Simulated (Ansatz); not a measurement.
Ag: energy along a strain

Ag, P6_3/mmc, a = 2.867 Å, c = 4.691 Å. This isn't the element's structure at ambient conditions. Ansatz: PBEsol, PAW, 420 eV, Γ-centred 24×24×14 mesh on 2 atoms, Gaussian smearing 0.15 eV; no spin polarisation. Cell vectors (Å): 2.867 0.000 0.000; -1.434 2.483 0.000; 0.000 0.000 4.691. The cell is strained by x per cent times the pattern (0 0 1 0 0 0) in the order xx yy zz yz xz xy (engineering shears), with fractional coordinates held. y is the free energy over the start, V0 = 16.696 Å³/atom.

```tsv
x (%)	y (meV/atom)
-6.00	?
-4.50	24.76
-3.00	10.74
-1.50	2.74
0.00	0.00
1.50	1.84
3.00	7.63
4.50	16.86
5.25	22.61
6.00	29.05
```

Fit y = c1 x + c2 x² + c3 x³ to the other rows, get the stiffness along the pattern, and predict the missing energy.

Least squares on the rows shown. y = −0.26088 x + 1.0277 x² − 0.029827 x³. The clamped-ion stiffness p·C·p = 2 × 10.28 eV × 160.2 / 16.696 Å³ = 197 GPa, which is C33 in these axes; c1 is there for the stress left in the start, which by itself gives a slope of -0.23 meV/atom per %. At x = -6.00 the fit asked for gives 45.01 meV/atom. The run gave 45.52 meV/atom, so the fit is 0.51 meV/atom too low, 1.1 % of the span of the series, against an rms of 0.06 meV/atom on the fitted rows. The row lies outside the fitted range. With a term in x⁴ added, a fit to the same known rows predicts 45.64 meV/atom, so most of the miss is curvature that the known rows already hold.

Cost: 10 runs of about 5.9 core-minutes in all, on Intel Xeon Processor @ 2.50GHz (Skylake/Cascade Lake) (shared hosts).